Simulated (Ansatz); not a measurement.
# KHf: forces and stress of a distorted cell

Cell: artificial KHf built from the zinc-blende structure and then distorted, expanded.

Level of theory: Ansatz, DFT, PBE, all-electron full-potential LAPW, scalar-relativistic valence, Dirac core shells, point nucleus. Brillouin zone: 2×2×2 (shift 0.5, 0.5, 0.5 mesh steps), Fermi–Dirac smearing of 0.15 eV; a denser mesh would shift the values. For a metal, stress, forces and moments on so few k-points can be far from the converged ones. On this fcc-type cell the shift lowers the mesh's symmetry. Spin-restricted. Thinly bonded d atoms may carry moments, which this run forbids. Atoms are numbered as listed.

```xyz
2
Lattice="-4.4823 0.0004 4.7176 -0.2317 4.0347 4.4862 -4.3646 4.1483 0.1181" Properties=species:S:1:pos:R:3 pbc="T T T"
Hf   -2.9101    1.6085    2.7123
K    -5.5712    3.2134    4.9213
```

Forces (eV/Å): Hf1 (-0.163, -0.044, 0.129); K2 (0.163, 0.044, -0.129).

Stress (GPa; xx, yy, zz, yz, xz, xy; compression positive): -0.50, -0.59, 0.13, -0.83, -0.72, -0.04.

```yaml
Pressure: -0.32 GPa
Largest_force: 0.213 eV/Å
```
